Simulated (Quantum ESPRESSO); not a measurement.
## Different elements on one site among In Ir Rh

These are calculations, not measurements. They come from Quantum ESPRESSO 7.5, a public plane-wave density functional program. Each row is one single-point run on a made-up periodic cell of eight metal atoms, with elements, volume, strain and displacements drawn at random and not relaxed, so a cell may be unstable or far from any real phase. There is no spin polarisation or spin-orbit coupling.

Settings: PBE unless stated; PseudoDojo standard norm-conserving files; Fermi-Dirac width 0.25 eV, which means electrons at about 2900 K; cutoff 1197 eV; 5 x 5 x 4 k mesh shifted half a step off Gamma. E is the free energy of the whole cell (internal energy minus TS), so a -TS column is already part of it. Stress is positive in tension, and the pressure P is minus a third of its trace.

Checks: one run of this series was repeated at a higher cutoff and on a denser mesh, which moved values by no more than 0.004 eV, 0.08 GPa and 0.007 eV/Å, and a second program with other atomic files agreed on it to 2 % rms in force and 0.5 GPa in pressure. Known limits: the tin pseudopotential is less sure than most, with forces differing by about three percent from a second method on plain tin; heavy elements are run without spin-orbit coupling, which real alloys of them have; a spin test at this wide smearing found no moment, but such smearing suppresses magnetism that the real alloy may have.

The lattice is hexagonal close-packed, and the cell vectors in Å are (0.000, 0.000, -4.934); (0.000, 5.104, 0.000); (5.894, 0.000, 0.000), a volume of 148.42 Å³. The elements on sites 1 to 8 are Ir Ir In X In Ir Rh Ir. The runs change X and keep the cell and the displaced positions. The column v is a rough volume for each atom of the pure element, close to PBE values, from general knowledge and not from these runs. Energies are left out, as each element's file has its own zero.

```
run   X  v (Å³)  -TS (eV)  force on X (eV/Å)  rms force (eV/Å)  P (GPa)
  1  Sn    27.9    -1.726              0.971             0.765   -11.52
  2   W    16.1    -1.874              1.151             0.936   -20.30
  3  Ta    18.3         ?                  ?                 ?        ?
  4  Al    16.5    -1.770              0.809             0.787   -17.84
  5  Hf    22.5    -1.667              1.394             0.836   -14.10
```

## Worked fit

A straight line through the runs shown gives P = -29.9 + 0.673 v GPa with v in Å³, an error of 0.127 on the slope and a scatter of 1.23 GPa. At this fixed volume the pressure tends to rise with the size of X.

## Withheld run

Question: what pressure should run 3, with Ta, give?

The fit gives -17.58 ± 1.41 GPa. The calculation gave -17.86 GPa.
